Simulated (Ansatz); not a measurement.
Ge:
```
CELL_PARAMETERS angstrom
      0.00000     2.82778     2.82778
      2.82778     0.00000     2.82778
      2.82778     2.82778     0.00000
ATOMIC_POSITIONS crystal
  Ge 0.50000 0.50000 0.50000
  Ge 0.75000 0.75000 0.75000
```

Relaxed with r²SCAN+D4. Special points in fractions of this cell's reciprocal vectors: Γ (0.000, 0.000, 0.000); X (0.500, 0.000, 0.500); U (0.625, 0.250, 0.625); K (0.375, 0.375, 0.750); L (0.500, 0.500, 0.500); W (0.500, 0.250, 0.750).

### Question
List the band energies nearest the valence-band maximum at these points for DFT-r²SCAN+D4 in the program Ansatz with PAW potentials.

### Answer
In eV from the valence-band maximum; about four levels below and three above (degenerate sets whole), none deeper than 8.9 eV; points with the same levels are listed once.

```
k              below                  above
-  -----------------  ---------------------
Γ     0.00 0.00 0.00    0.46 2.73 2.73 2.73
X        -3.23 -3.23  0.98 0.98 10.14 10.14
U  -8.59 -4.50 -2.77         1.41 4.43 7.75
L  -7.87 -1.48 -1.48         0.47 4.01 4.01
W        -4.06 -4.06    4.71 4.71 5.07 5.07
```

Space group Fd-3m (diamond). Symmetry was held in the r²SCAN+D4 relaxation. Spin–orbit coupling is left out wherever it is not named.

Potentials: the later of the program's two PAW sets.
